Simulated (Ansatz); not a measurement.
# How CsCaBr3 stores the work of compression

These are results of Ansatz 0.2.0, DFT r2SCAN, scalar-relativistic, plane waves, PAW, not measurements. (500 eV cutoff, 4×4×4 k-mesh, Gaussian smearing of 0.02 eV, no spin polarisation)

Reference structure (relaxed):

```yaml
crystal:
  lattice:
    - [5.70867, 0.00000, 0.00000]
    - [0.00000, 5.70867, 0.00000]
    - [0.00000, 0.00000, 5.70867]
  atoms:
    - { symbol: Cs, position: [0.00000, 0.00000, 0.00000] }
    - { symbol: Ca, position: [0.50000, 0.50000, 0.50000] }
    - { symbol: Br, position: [0.50000, 0.00000, 0.50000] }
    - { symbol: Br, position: [0.00000, 0.50000, 0.50000] }
    - { symbol: Br, position: [0.50000, 0.50000, 0.00000] }
```

Cell and atoms were relaxed at each target pressure within the start's symmetry (Pm-3m), at zero temperature; other phases can be more stable under pressure. H = E + PV with P the target; E is the free energy at the smearing used, whose derivative the pressure is, per atom and counted from zero pressure. The mesh named is that at zero pressure; some other pressures ran on another.

Spin-orbit coupling is left out, which matters for the bands and energies of heavy elements.

| P (GPa) | V (Å³/atom) | E − E0 (meV) | H − H0 (meV) |
| --- | --- | --- | --- |
| 0 | 37.208 | 0.0 | 0.0 |
| 1 | 35.699 | 4.6 | 227.4 |
| 4 | 32.632 | 50.2 | 864.9 |
| 12 | 28.144 | 260.6 | 2368.5 |
| 25 | 24.437 | 672.0 | 4485.1 |
| 50 | 20.768 | 1497.5 | 7978.8 |
| 90 | 17.730 | 2785.5 | 12744.8 |

Problem. Thermodynamics gives dH/dP = V along a relaxed path. Integrate V over P by the trapezoid rule and compare with the computed enthalpies.

Solution. With 1 eV/Å³ = 160.22 GPa, each step adds the mean volume times ΔP / 160.22:
```
P (GPa)  ∫V dP (meV) H − H0 (meV) difference (meV)
      1        227.5         227.4               0.2
      4        867.3         864.9               2.3
     12       2384.6        2368.5              16.1
     25       4517.8        4485.1              32.7
     50       8044.6        7978.8              65.9
     90      12850.3       12744.8             105.6
```

V(P) curves upward, so the trapezoid rule runs high; integrating a smooth curve through the same points puts that excess at about 104.0 meV at 90 GPa, against the 105.6 meV found.

Problem. At 90 GPa, how much of the enthalpy change is stored energy and how much is the PV term?

Solution. E rises by 2785 meV/atom and PV is 90 × 17.730 / 160.22 = 9959 meV/atom, so PV makes 78 % of ΔH. So between rival structures at high pressure a small difference in volume can outweigh the difference in energy: 1 % of this volume is worth 99.6 meV/atom at this pressure.

Problem. What bulk modulus do the lowest pressures give?

Solution. From the pressures that the runs reached, -0.97 GPa (39.044 Å³) and 1.02 GPa (35.699 Å³), B = −ΔP/Δln V = 1.99 / 0.0896 = 22 GPa, a mean over that range. Where layers or molecules are held by dispersion forces, this functional describes the zero-pressure volume and B poorly.

Problem. The gap is 5.054 eV at -0.97 GPa and 5.287 eV at 1.02 GPa. What pressure coefficient and volume deformation potential follow?

Solution. dE_g/dP = 117.5 meV/GPa, and a_V = dE_g/d ln V = −B dE_g/dP = -2.61 eV. If the edges move to other points of the zone within the range, this is a mean of two slopes. Gaps are generalised Kohn–Sham gaps over the whole zone.

Symmetry holds off the tilts and polar distortions that many cubic perovskites undergo.

Cost: 8 runs of about 4.3 core-minutes in all, on Arm Neoverse V2 (shared hosts).